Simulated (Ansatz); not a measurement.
## Equation of state of LaPd$_{3}$

A database entry relaxed whole under r2SCAN (Pm-3m):

```xyz
4
Lattice="4.2031 0.0000 0.0000 0.0000 4.2031 0.0000 0.0000 0.0000 4.2031" Properties=species:S:1:pos:R:3 pbc="T T T"
La    0.0000    0.0000    0.0000
Pd    0.0000    2.1016    2.1016
Pd    2.1016    0.0000    2.1016
Pd    2.1016    2.1016    0.0000
```

The cell was scaled uniformly, its shape held, and the atoms relaxed at each volume with plane-wave PAW DFT (Ansatz 0.2.0; r2SCAN, 500 eV, 8×8×8 Γ-centred mesh, fermi-dirac occupations of width 0.100 eV; no spin, no spin-orbit coupling). One row is withheld.

```json
{"volume (Å³/atom)": "17.450", "energy over the lowest (meV/atom)": "27.5", "pressure (GPa)": "8.51"}
{"volume (Å³/atom)": "17.821", "energy over the lowest (meV/atom)": "11.6", "pressure (GPa)": "5.33"}
{"volume (Å³/atom)": "18.192", "energy over the lowest (meV/atom)": "2.7", "pressure (GPa)": "2.50"}
{"volume (Å³/atom)": "18.564", "energy over the lowest (meV/atom)": "0.0", "pressure (GPa)": "0.00"}
{"volume (Å³/atom)": "18.935", "energy over the lowest (meV/atom)": "2.8", "pressure (GPa)": "-2.23"}
{"volume (Å³/atom)": "19.306", "energy over the lowest (meV/atom)": "?", "pressure (GPa)": "?"}
{"volume (Å³/atom)": "19.677", "energy over the lowest (meV/atom)": "22.3", "pressure (GPa)": "-5.97"}
```

**Question.** Fit the pressures of the other rows to the third-order Birch-Murnaghan form.

**Answer.** With f = [(V₀/V)^(2/3) − 1]/2 and P = 3B₀f(1 + 2f)^(5/2)[1 + 3(B₀′ − 4)f/2], least squares gives V₀ = 18.56 Å³ an atom, B₀ = 118 GPa and B₀′ = 4.9; the rows miss the fit by less than 0.01 GPa. The slope of the energies differs from these pressures by 0.05 GPa, since they are taken to zero smearing while pressures follow the free energy.

**Question.** What does the withheld row hold?

**Answer.** The fit gives -4.21 GPa at 19.306 Å³; the run gave -4.21 GPa and 10.3 meV an atom.

Caveats: the shape of the cell was held; 0 K, fixed nuclei; the symmetry was kept, and this need not be the phase that is stable at 0 K; one mesh for all volumes; pressure is positive in compression.
